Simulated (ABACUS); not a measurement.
Worked example: self-consistent single point of SrTiO3 (Pm-3m, 5 atoms in the cell; from Materials Project mp-5229, changed as shown) in ABACUS.

Computed with PBE, PseudoDojo 0.5 standard norm-conserving PBE (tails mended) pseudopotentials (plane waves; ABACUS).

The change in words: lattice scaled by 0.98. Reference geometry (Pm-3m):
```
SrTiO3
1.0
    3.98313     0.00000     0.00000
    0.00000     3.98313     0.00000
    0.00000     0.00000     3.98313
Sr Ti O
1 1 3
Direct
  0.00000   0.00000   0.00000
  0.50000   0.50000   0.50000
  0.50000   0.00000   0.50000
  0.00000   0.50000   0.50000
  0.50000   0.50000   0.00000
```

Reference input (self-consistent single point, DFT, PBE, plane waves, PseudoDojo 0.5 standard norm-conserving PBE (tails mended) pseudopotentials): KPT = Gamma 8 8 8 0 0 0; basis_type = pw; ecutwfc = 84 Ry; smearing_method = fd; smearing_sigma = 0.00367493 Ry; potentials = PseudoDojo 0.5 standard norm-conserving PBE (tails mended); symmetry = 1; symmetry_prec = 1e-05; ks_solver = cg; scf_nmax = 100; scf_thr = 1.0e-09 Ry; mixing_type = broyden. This run's input differs from it in these lines:

```diff
@@ -29,5 +29,5 @@
 LATTICE_VECTORS
-   7.5270229291    0.0000000000    0.0000000000
-   0.0000000000    7.5270229291    0.0000000000
-   0.0000000000    0.0000000000    7.5270229291
+   7.3764816768    0.0000000000    0.0000000000
+   0.0000000000    7.3764816768    0.0000000000
+   0.0000000000    0.0000000000    7.3764816768
 
@@ -44,3 +44,3 @@
 1
-   3.7635114645    3.7635114645    3.7635114645
+   3.6882408384    3.6882408384    3.6882408384
 
@@ -49,5 +49,5 @@
 3
-   3.7635114645    0.0000000000    3.7635114645
-   0.0000000000    3.7635114645    3.7635114645
-   3.7635114645    3.7635114645    0.0000000000
+   3.6882408384    0.0000000000    3.6882408384
+   0.0000000000    3.6882408384    3.6882408384
+   3.6882408384    3.6882408384    0.0000000000
 # file: KPT
```

The program printed (abridged):

```
 SELF-CONSISTENT
 -------------------------------------------
                                 init_chg = atomic

 PW ALGORITHM --------------- ION=   1  ELEC=   1--------------------------------

 Density error is 1.93148824276
                          Error Threshold = 0.01
 E_KohnSham     -286.5451249483      -3898.6464334184
 E_Fermi        0.6193846354         8.4271602951

 PW ALGORITHM --------------- ION=   1  ELEC=   2--------------------------------

 Density error is 0.336309949543
                          Error Threshold = 0.00482872060691
 E_KohnSham     -287.0111987753      -3904.9876931541
   [... lines left out ...]

 Density error is 2.89210640505e-09
                          Error Threshold = 2.03987566616e-11
 E_KohnSham     -287.0822937664      -3905.9549901323
 E_Fermi        0.8104286267         11.0264471448

 PW ALGORITHM --------------- ION=   1  ELEC=  15--------------------------------

 Density error is 4.57006595843e-10
                          Error Threshold = 7.23026601262e-12
 E_KohnSham     -287.0822937662      -3905.9549901296
 E_KS(sigma->0) -287.0822937661      -3905.9549901294
 E_entropy(-TS) -0.0000000000        -0.0000000005
 E_Fermi        0.8104296411         11.0264609468
 charge density convergence is achieved
 final etot is -3905.9549901 eV
 EFERMI = 11.026460947 eV

 STATE ENERGY(eV) AND OCCUPATIONS    NSPIN == 1
   [... 27 lines left out ...]

 TOTAL-FORCE (eV/Angstrom)
                       Sr1         0.0000000000         0.0000000000         0.0000000000
                       Ti1         0.0000000000         0.0000000000         0.0000000000
                        O1         0.0000000000         0.0000000000         0.0000000000
                        O2         0.0000000000         0.0000000000         0.0000000000
                        O3         0.0000000000         0.0000000000         0.0000000000

 TOTAL-STRESS (KBAR)
        40.7201434826        -0.0000000000        -0.0000000000
         0.0000000000        40.7201434826         0.0000000000
        -0.0000000000         0.0000000000        40.7201434826
 TOTAL-PRESSURE: 40.720143 KBAR

 --------------------------------------------
 !FINAL_ETOT_IS -3905.9549901295927157 eV
 --------------------------------------------
```

The run converged in 15 iterations. Against the reference run the free energy drops by 5.5 meV/atom, the pressure goes from -5.96 to 4.07 GPa and the gap on the mesh goes from 1.791 to 1.911 eV.

The structure comes from a collection of computed structures, made at another level of theory; the collection holds predicted forms beside known ones. Its lattice was then scaled.

Cost on one core: very roughly 2.8 core-minutes.

“Tails mended”: in these copies of the files the far tail of each local potential was reset to the Coulomb form.
